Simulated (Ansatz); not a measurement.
LuF$_{3}$:
```
LuF3
1.0
    6.64252     0.00000     0.00000
   -3.32126     5.75259     0.00000
    0.00000     0.00000     6.83759
Lu F
6 18
Direct
  0.34700   0.00000   0.75000
  0.65300   0.00000   0.25000
  0.00000   0.34700   0.75000
  0.00000   0.65300   0.25000
  0.65300   0.65300   0.75000
  0.34700   0.34700   0.25000
  0.00000   0.00000   0.75000
  0.00000   0.00000   0.25000
  0.33333   0.66667   0.68213
  0.66667   0.33333   0.31787
  0.66667   0.33333   0.81787
  0.33333   0.66667   0.18213
  0.37581   0.30535   0.57823
  0.62419   0.69465   0.42177
  0.69465   0.07046   0.57823
  0.30535   0.92954   0.42177
  0.92954   0.62419   0.57823
  0.07046   0.37581   0.42177
  0.30535   0.37581   0.92177
  0.69465   0.62419   0.07823
  0.07046   0.69465   0.92177
  0.92954   0.30535   0.07823
  0.62419   0.92954   0.92177
  0.37581   0.07046   0.07823
```

Relaxed with PBEsol. Special points in fractions of this cell's reciprocal vectors: Γ (0.000, 0.000, 0.000); M (0.500, 0.000, 0.000); K (0.333, 0.333, 0.000); A (0.000, 0.000, 0.500); L (0.500, 0.000, 0.500); H (0.333, 0.333, 0.500).

### Question
List the band energies nearest the valence-band maximum at these points for the program Ansatz at the PBEsol level (PAW).

### Answer
In eV from the valence-band maximum; about four levels below and three above (degenerate sets whole), none deeper than 8.9 eV; points with the same levels are listed once.

```json
[
 {"k": "Γ", "below": "-0.21 -0.21 -0.18 -0.18 0.00", "above": "7.61 8.16 8.16"},
 {"k": "M", "below": "-0.16 -0.15 -0.12 -0.09", "above": "8.23 8.35 8.47"},
 {"k": "K", "below": "-0.20 -0.20 -0.11 -0.10 -0.10", "above": "8.33 8.33 8.51"},
 {"k": "A", "below": "-0.33 -0.33 -0.33 -0.33 -0.25 -0.25", "above": "8.38 8.38 8.38 8.38"},
 {"k": "L", "below": "-0.28 -0.28 -0.21 -0.21", "above": "8.37 8.37 8.61 8.61"},
 {"k": "H", "below": "-0.28 -0.28 -0.28 -0.28 -0.25 -0.25", "above": "8.47 8.47 8.47 8.47"}
]
```

Space group P-3c1. The workflow started from a Materials Project entry (that database holds measured and hypothetical structures alike); the Crystallography Open Database copy checked does not list it. Its standing as an ambient phase is unchecked. The PBEsol relaxation kept the symmetry of its start; of distortions, only those at the zone centre were tested. Scalar-relativistic: spin–orbit coupling is off unless named, which matters more the heavier the elements.

Potentials: the later of the program's two PAW sets.
